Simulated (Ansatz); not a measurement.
Relaxed candidate structures of Ca:

A. P6/mmm (No. 191), hP3; a = b = 6.3354 Å, c = 3.7711 Å, α = β = 90.00°, γ = 120.00°; Ca 1a (0.000, 0.000, 0.000); Ca 2d (0.333, 0.667, 0.500)

B. Fm-3m (No. 225), cF4, fcc (Cu type); a = b = c = 5.569 Å, α = β = γ = 90.00°; Ca 4a (0.000, 0.000, 0.000)

Rank these by energy per atom (lowest first), as r2SCAN (plane waves to 500 eV, PAW, scalar-relativistic; Ansatz, an electronic-structure program) gives it.

B (reference), A (+0.05 eV/atom)

Each run could gain symmetry but not lose that of its start, so entries can be saddle points. From databases, or of a type measured for this composition: Fm-3m, cF4, fcc (Cu type); the others are generated cells (placed on structure types, drawn at random, substituted or restacked) that were not matched to a known phase here. Energies are at zero temperature and pressure, without zero-point motion. Each cell has its own k-point mesh; energy differences are given only to the digits this allows. No spin polarisation in the result.
